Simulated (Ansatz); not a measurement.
**V$_{3}$MoSe$_{8}$: computed properties**

Theory: DFT PBE, scalar-relativistic, plane waves, PAW in Ansatz 0.2.0.

Plane waves to 420 eV, a k mesh through Γ of 12×12×2 on the computed 12-atom cell and Gaussian smearing (0.01 eV); collinear spin from starting moments 1.0 -1.0 -1.0 0.0 0.0 0.0 0.0 0.0 0.0 0.0 0.0 0.0 μB.

The structure is relaxed at this level of theory with its symmetry kept, and needn't be the ground state of this composition.

```yaml
crystal:
  lattice:
    - [3.33493, 0.00000, 0.00000]
    - [-1.66746, 2.88813, 0.00000]
    - [0.00000, 0.00000, 29.61088]
  atoms:
    - { symbol: V, position: [0.00000, 0.00000, 0.50000] }
    - { symbol: V, position: [0.00000, 0.00000, 0.25362] }
    - { symbol: V, position: [0.00000, 0.00000, 0.74638] }
    - { symbol: Mo, position: [0.00000, 0.00000, 0.00000] }
    - { symbol: Se, position: [0.33333, 0.66667, 0.05619] }
    - { symbol: Se, position: [0.33333, 0.66667, 0.55401] }
    - { symbol: Se, position: [0.66667, 0.33333, 0.19959] }
    - { symbol: Se, position: [0.66667, 0.33333, 0.69238] }
    - { symbol: Se, position: [0.66667, 0.33333, 0.30762] }
    - { symbol: Se, position: [0.66667, 0.33333, 0.80041] }
    - { symbol: Se, position: [0.33333, 0.66667, 0.94381] }
    - { symbol: Se, position: [0.33333, 0.66667, 0.44599] }
```

Problem. Formation energy from the elements' standard states (uncorrected)?

Solution. -0.706 eV/atom.

Problem. Kohn–Sham band gap?

Solution. 0.05 eV.

Problem. Orbital (Löwdin) character of the top 1 eV of the valence band?

Solution. Se 4p 41 %, V 3d 38 %, Mo 4d 18 %.

Problem. Orbital (Löwdin) character of the lowest 1 eV of the conduction band?

Solution. V 3d 84 %, Se 4p 12 %.

Problem. Total moment?

Solution. -1.00 μB per cell.

Problem. Moment by site (μB)?

Solution. V1 0.92, V2 -0.92, V3 -0.92, Se6 -0.05, Se7 0.05, Se8 0.05, Se9 0.05, Se10 0.05, Se12 -0.05.

The cell holds layers, chains or molecules and no dispersion correction was added, so their binding is poorly described.

Only this magnetic start was tried.

The cell was found from a structure generator's guess, not taken from experiment. Kohn–Sham gaps at this level usually fall short of measured ones. Löwdin shares on free-atom orbitals overweight diffuse shells in the empty bands.
